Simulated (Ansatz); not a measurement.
A geometry of Be away from equilibrium: step 2 of the relaxation of a randomly generated symmetric cell of Be (space group No. 164). Computed with PBE (plane waves to 420 eV, PAW, scalar-relativistic; Ansatz, a first-principles code). Γ-centred k-mesh 13×13×13 on the run's cell (coarser than for final values), Fermi–Dirac smearing 0.05 eV. The plane waves were selected for a different cell earlier on the path.

```
CELL_PARAMETERS angstrom
      2.93204     0.00000     0.00000
     -1.46602     2.53922     0.00000
      0.00000     0.00000     2.34247
ATOMIC_POSITIONS crystal
  Be 0.66667 0.33333 0.23258
  Be 0.33333 0.66667 0.76742
```

Task: What forces act on the atoms (eV/Å)?

Result: 
```tsv
atom	Fx	Fy	Fz
Be1	0.00	0.00	0.96
Be2	0.00	0.00	-0.96
```

The path ends in P6₃/mmc (No. 194). No spin polarisation in the result.

The run could not lose the symmetry of its start.
